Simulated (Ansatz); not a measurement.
Hf₂C in space group P4/nmm (No. 129; Hf on 2a, Hf on 2c, C on 2c) under volume change, the program Ansatz at the PBEsol level (PAW), shape and atoms relaxed at each volume.

```json
[
 {"V (Å³/atom)": "13.234", "E − E(relaxed) (meV/atom)": "76.8", "P (GPa)": "20.39"},
 {"V (Å³/atom)": "13.670", "E − E(relaxed) (meV/atom)": "32.3", "P (GPa)": "12.48"},
 {"V (Å³/atom)": "14.107", "E − E(relaxed) (meV/atom)": "7.7", "P (GPa)": "5.78"},
 {"V (Å³/atom)": "14.543", "E − E(relaxed) (meV/atom)": "0.0", "P (GPa)": "0.00"},
 {"V (Å³/atom)": "14.979", "E − E(relaxed) (meV/atom)": "6.9", "P (GPa)": "-4.97"},
 {"V (Å³/atom)": "15.415", "E − E(relaxed) (meV/atom)": "26.4", "P (GPa)": "-9.23"},
 {"V (Å³/atom)": "15.852", "E − E(relaxed) (meV/atom)": "56.7", "P (GPa)": "-12.90"}
]
```

**Question.** What does a third-order Birch–Murnaghan fit give for V₀, B₀ and B′?

**Answer.** V₀ = 14.54 Å³/atom, B₀ = 178 GPa, B′ = 4.1.

A made-up cell: these elements were put on the sites of a structure type; neither database checked (COD, Materials Project) lists it. Its standing as an ambient phase is unchecked. The cell was relaxed with PBEsol under the symmetry of its start; whether a distortion lowers the energy is not shown. No spin polarisation was allowed. Scalar-relativistic: spin–orbit coupling is off unless named, which matters more the heavier the elements.

Potentials: the later of the program's two PAW sets.
